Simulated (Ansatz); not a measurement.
TiAs:
```xyz
8
Lattice="3.5976 0.0000 0.0000 -1.7988 3.1156 0.0000 0.0000 0.0000 11.9673" Properties=species:S:1:pos:R:3 pbc="T T T"
Ti     0.0000     2.0771     1.4005
Ti     1.7988     1.0385    10.5668
Ti     1.7988     1.0385     7.3841
Ti     0.0000     2.0771     4.5832
As     0.0000     0.0000     0.0000
As     0.0000     0.0000     5.9836
As     0.0000     2.0771     8.9755
As     1.7988     1.0385     2.9918
```

Relaxed with PBEsol. Special points in fractions of this cell's reciprocal vectors: Γ (0.000, 0.000, 0.000); M (0.500, 0.000, 0.000); K (0.333, 0.333, 0.000); A (0.000, 0.000, 0.500); L (0.500, 0.000, 0.500); H (0.333, 0.333, 0.500).

List the band energies nearest the Fermi level at these points for DFT-PBEsol in the program Ansatz with PAW potentials.

In eV from the Fermi level; about four levels below and three above (degenerate sets whole), none deeper than 8.9 eV; points with the same levels are listed once.

```tsv
k	below	above
Γ	-0.29 -0.29 -0.18 -0.18	0.40 0.40 0.51 0.51
M	-2.09 -1.79 -1.34 -0.82	0.35 0.86 1.17
K	-2.96 -2.96 -2.77 -0.07	0.53 0.53 0.75
A	-0.13 -0.13 -0.13 -0.13	0.70 0.70 0.97 0.97 0.97 0.97
L	-1.71 -1.71 -1.33 -1.33	0.86 0.86 1.19 1.19
H	-3.05 -3.05 -2.80 -2.80	0.24 0.24 0.68 0.68
```

Space group P6_3/mmc. The first step of the workflow began from a Materials Project structure, measured or hypothetical; the Crystallography Open Database files this formula in space group No. 194, but the cells were not matched. Whether it is the stable phase at ambient conditions was not checked. The cell was relaxed with PBEsol under the symmetry of its start; its stability against distortions is not shown here. The run is not spin-polarised. Spin–orbit coupling is left out wherever it is not named.

Potentials: the later of the program's two PAW sets.
